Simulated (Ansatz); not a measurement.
Sr₂TaNO₃:
Space group Immm (No. 71); a = 4.004 Å, b = 4.054 Å, c = 12.663 Å, α = β = γ = 90.00°

```csv
atom,site,symmetry,x,y,z
Sr,4i,mm2,0.0000,0.0000,0.3547
Ta,2a,mmm,0.0000,0.0000,0.0000
N,2d,mmm,0.0000,0.5000,0.0000
O,4i,mm2,0.0000,0.0000,0.1605
O,2b,mmm,0.5000,0.0000,0.0000
```
(The calculation used a cell of 7 atoms; values per cell refer to that cell.)

Relaxed with r²SCAN. r²SCAN in the plane-wave PAW code Ansatz gives a gap of 1.07 eV.

### Question
What gap does HSE06 give on the same cell (Ansatz, PAW)?

### Answer
1.84 eV, 0.77 eV more. The hybrid was solved on a coarser mesh and at special points; the gap given is the minimum over both.

| k | v1 r²SCAN | c1 r²SCAN | v1 HSE06 | c1 HSE06 |
|---|---|---|---|---|
| Γ | 0.00 | 1.07 | 0.00 | 1.84 |
| X | -0.05 | 1.08 | -0.05 | 1.85 |
| S | -0.80 | 2.74 | [?] | [?] |
| R | -0.29 | 2.88 | -0.33 | 3.78 |
| T | -0.65 | 4.18 | [?] | [?] |
| W | -0.64 | 4.08 | [?] | [?] |
| Σ0 | -0.30 | 2.92 | [?] | [?] |
| Y0 | -0.78 | 2.77 | -0.73 | 3.76 |

### Question
Top valence (v1) and lowest conduction level (c1) in eV from each method's valence maximum (which need not be a listed point): supply the withheld HSE06 values.

### Answer

- T, v1 HSE06: -0.58
- T, c1 HSE06: 5.23
- Σ0, v1 HSE06: -0.33
- Σ0, c1 HSE06: 3.82
- S, v1 HSE06: -0.76
- S, c1 HSE06: 3.73
- W, v1 HSE06: -0.57
- W, c1 HSE06: 5.11

Cost on shared cores: the r²SCAN run (SCF on a 10×10×10 mesh, then bands and DOS) around 5 core-minutes (rough), the HSE06 run (SCF on 6×6×6, then a few points) about 14 core-minutes (a rough figure); the tasks are unlike.

The workflow started from a Materials Project entry (that database holds measured and hypothetical structures alike); the Crystallography Open Database copy checked does not list it. With N and O taken as one species the cell has the higher symmetry I4/mmm, so it may be an ordered model of a mixed-site phase. Whether it is the stable phase at ambient conditions was not checked. The cell was relaxed with r²SCAN under the symmetry of its start; its stability against distortions is not shown here. No spin polarisation was allowed. Spin–orbit coupling is left out wherever it is not named.

Potentials: the later of the program's two PAW sets.
